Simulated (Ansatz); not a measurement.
Relaxed candidate structures of AlOs:

A. Pm-3m (No. 221), cP2, CsCl type; a = b = c = 2.9928 Å, α = β = γ = 90.00°; Al 1a (0.000, 0.000, 0.000); Os 1b (0.500, 0.500, 0.500)

B. P4/mmm (No. 123), tP4; a = b = 4.6515 Å, c = 2.7861 Å, α = β = γ = 90.00°; Al 1c (0.500, 0.500, 0.000); Al 1b (0.000, 0.000, 0.500); Os 2e (0.000, 0.500, 0.500)

Task: Rank these by energy per atom (lowest first), as PBEsol (plane waves to 420 eV, PAW, scalar-relativistic; Ansatz, a quantum-chemistry and plane-wave program) gives it.

Result: A (reference, the lowest of the structures calculated here), B (+0.84 eV/atom)

Each run could gain symmetry but not lose that of its start, so entries can be saddle points. From databases, or of a type measured for this composition: Pm-3m, cP2, CsCl type; the others are generated cells (placed on structure types, drawn at random, substituted or restacked) that were not matched to a known phase here. Static energies at zero pressure. The runs use different k-meshes, so differences are rounded accordingly. No spin polarisation in the result.
